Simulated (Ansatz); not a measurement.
A: NbAu2 (space group P6/mmm), a = 4.6605 Å, b = 4.6605 Å, c = 2.7461 Å, α = 90.00°, β = 90.00°, γ = 120.00°
B: Os (hcp, Mg type), a = 2.738 Å, b = 2.738 Å, c = 4.316 Å, α = 90.00°, β = 90.00°, γ = 120.00°
C: BaTiO3 (tetragonal-perovskite type, space group P4mm), a = 3.9722 Å, b = 3.9722 Å, c = 4.1130 Å, α = 90.00°, β = 90.00°, γ = 90.00°
D: Lu (hcp, Mg type), a = b = 3.504 Å, c = 5.452 Å, α = β = 90.00°, γ = 120.00°
E: TiB$_{2}$ (AlB2 type, space group P6/mmm), a = b = 3.0247 Å, c = 3.2226 Å, α = β = 90.00°, γ = 120.00°

Scan: energy over volume and axial ratio (atoms clamped). All come from one method, each on a k mesh of its own. All were relaxed with their symmetry unable to fall. BaTiO3 is run without spin polarisation. Lu is run without spin polarisation. NbAu2 is run without spin polarisation. Os is run without spin polarisation. Spin-orbit coupling is left out. TiB2 is run without spin polarisation.

Problem. Rank these by modulus against c/a change at fixed volume, (3/4V)·∂²E/∂(ln c/a)² (fitted) (lowest first), as r2SCAN (plane waves to 500 eV, PAW, scalar-relativistic; Ansatz, a quantum-chemistry and plane-wave program) gives it.

Solution. D (38 GPa), C (98 GPa), A (149 GPa), E (213 GPa), B (318 GPa)

(Under strain, the slope of the energy per volume gives the stress and its curvature an elastic modulus.)
